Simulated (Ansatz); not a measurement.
SnTe (Fm-3m): the size of the finite step

```
Sn Te
1.0
     0.00000    3.18497    3.18497
     3.18497    0.00000    3.18497
     3.18497    3.18497    0.00000
Sn Te
1 1
Direct
  0.00000 0.00000 0.00000
  0.50000 0.50000 0.50000
```

Level of theory, where no other is named: r²SCAN, PAW on Ansatz 0.2.0's default frozen-core files (fitted under PBE), scalar-relativistic. k mesh 14×14×14, strains of ±0.008, Fermi-Dirac smearing of 0.100 eV, cutoff 500 eV. The cell was relaxed by PAW under this functional.

Problem. Elastic constants come from stresses at strains of ±0.008 (and twice that, four-point stencil): C11 = 125.0, C12 = 3.2, C44 = 17.5 GPa. What does an amplitude of 0.02 give?

Solution. C11 = 125.1, C12 = 3.2, C44 = 17.5 GPa. Nothing moves by 1 %: the four-point stencil cancels the leading anharmonic error.

Known limits: frozen-core PAW files fitted under PBE, their cores solved anew for the functional of the run; the gap is closed or tiny at this level, so small that the run used smearing; responses move with mesh and smearing; rock-salt SnTe distorts to a rhombohedral form at low temperature, and its gap hangs on spin-orbit coupling.
